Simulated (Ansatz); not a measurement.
MoPd (rock salt, Fm-3m) at seven volumes, the program Ansatz at the r²SCAN level (PAW), scaled uniformly. One row is withheld.

| V (Å³/atom) | P (GPa) |
|---|---|
| 15.830 | 21.60 |
| 16.352 | 13.16 |
| 16.874 | ? |
| 17.395 | 0.00 |
| 17.917 | -5.08 |
| 18.439 | -9.35 |
| 18.961 | -12.94 |

Question: Fit the shown pressures and predict the withheld one.

Answer: Third-order Birch–Murnaghan: P = (3/2)B₀(x^(7/2) − x^(5/2))[1 + (3/4)(B′ − 4)(x − 1)] with x = (V₀/V)^(2/3). Least squares on the six rows gives V₀ = 17.395 Å³/atom, B₀ = 183.7 GPa, B′ = 4.68. At V = 16.874, x = 1.0205 and P = 6.00 GPa. The run itself gave 6.02 GPa.

The start of the workflow was typed in or built on a structure type; neither database checked (COD, Materials Project) lists it. Whether it is the stable phase at ambient conditions was not checked. The cell was relaxed with r²SCAN under the symmetry of its start. At this level the phase is mechanically unstable. The run is not spin-polarised. The volume moved by 15 % from the start of the relaxation. Its formation energy is positive at this level, so the cell may be metastable or incomplete.

Potentials: the later of the program's two PAW sets.
